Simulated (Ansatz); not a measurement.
**Question.** Name crystals whose computed values (DFT-PBEsol in the program Ansatz with PAW potentials) fall in these windows: ε0 7.0 to 8.6; B₀ by P(V) fit (GPa) 68 to 94; highest Γ mode, no LO–TO term (cm⁻¹) 490 to 650.

**Answer.** 

```tsv
crystal	ε0	B₀ by P(V) fit (GPa)	highest Γ mode, no LO–TO term (cm⁻¹)
BeSe, wurtzite	7.66	79.2	563
```
Others may fit too.

Typed or built starts, not in the databases checked: BeSe, wurtzite. The cell was relaxed under the symmetry of its start. Spin–orbit coupling is left out wherever it is not named.

Potentials: the later of the program's two PAW sets.
